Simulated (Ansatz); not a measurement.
AlAs (wurtzite, P6_3mc), LDA in the plane-wave PAW code Ansatz. The conduction-band minimum lies on the L–M line, 26 % of the way from L, with 6 equivalent valleys. Second derivatives d²E/dk² of the lowest band at one valley (eV·Å²), along Cartesian directions:

```csv
direction,d²E/dk²
[100],34.74
[010],2.273
[001],40.96
[110],18.54
[101],37.90
[011],21.61
```

Q: Find the principal effective masses, the density-of-states mass and the conductivity mass.

A: Off-diagonal terms follow from H_xy = H[110] − (H_xx + H_yy)/2, and m*/mₑ = 7.620 eV·Å² over each eigenvalue: 0.19, 0.22, 3.4. One valley's DOS mass (m₁m₂m₃)^(1/3) = 0.52, conductivity mass 3/(Σ 1/mᵢ) = 0.29 mₑ.

Q: What effective density of states Nc follows at 300 K for parabolic valleys?

A: Nc = 2.509e19 × 6 × (0.52)^(3/2) ≈ 5.6e19 cm⁻³.

Q: With the computed static dielectric constant 11.5 (mean of the diagonal), estimate a hydrogenic donor's binding energy and radius.

A: E = 13.606 eV × 0.29/11.5² ≈ 30 meV; a = 0.529 Å × ε/m* ≈ 21 Å. Semilocal masses tend to be too small where the gap is.

The first step of the workflow began from a Materials Project structure, measured or hypothetical; the Crystallography Open Database copy checked does not list it. It is not the phase usual at ambient conditions (space group No. 216). The cell was relaxed with LDA under the symmetry of its start; of distortions, only those at the zone centre were tested. Scalar-relativistic: spin–orbit coupling is off unless named, which matters more the heavier the elements.

Potentials: the later of the program's two PAW sets.
